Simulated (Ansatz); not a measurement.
Consider the following.

Li2O (anti-fluorite) is sheared across one {100} plane: the third cell vector gains the shift, so faults repeat every 6.9 Å. The cut lies between planes 1.16 Å apart; the cell height is held.

```
Li2O
1.0
    3.27118     0.00000     0.00000
    0.00000     3.27118     0.00000
    1.63559     1.63559     6.93921
O Li
3 6
Cartesian
  1.49929   1.49929   6.36095
  1.49929   1.49929   1.73480
  3.13488   3.13488   4.04788
  3.13488   1.49929   0.57827
  1.49929   3.13488   2.89134
  3.13488   1.49929   5.20441
  1.49929   3.13488   0.57827
  3.13488   1.49929   2.89134
  1.49929   3.13488   5.20441
```

In-plane vectors a = (3.271, 0.000) Å, b = (0.000, 3.271) Å, area 10.70 Å². The shift is s times the vector a (length 3.271 Å), so s = 1 restores the start. Atoms relax along the normal only. γ = [E(shift) − E(0)] / area.

These are PBE (plane waves to 420 eV, PAW, scalar-relativistic; Ansatz, a quantum-chemistry and plane-wave program) values and carry that method's errors. k mesh 9×9×9 (Γ-centred), Fermi-Dirac smearing 0.05 eV. E is the zero-smearing estimate. Some relaxations began with atoms very close together and may have settled on another branch. Faults lie only 6.9 Å apart, and holding the cell height raises γ above its relaxed value. Li2O was relaxed with its symmetry unable to fall. γ is measured from zero shift.

The scan covers s from 0.000 to 0.917 in 12 points.

Q: At which s is γ highest?

A: s = 0.500.

Q: Does γ have a local minimum between the ends of the line, and at which s?

A: No computed point is one.

Q: What is the highest γ among twelve even steps of s?

A: 1466 mJ/m².

(The slope of γ gives the shear force per area between the displaced halves; near zero shift its curvature is an elastic stiffness.)
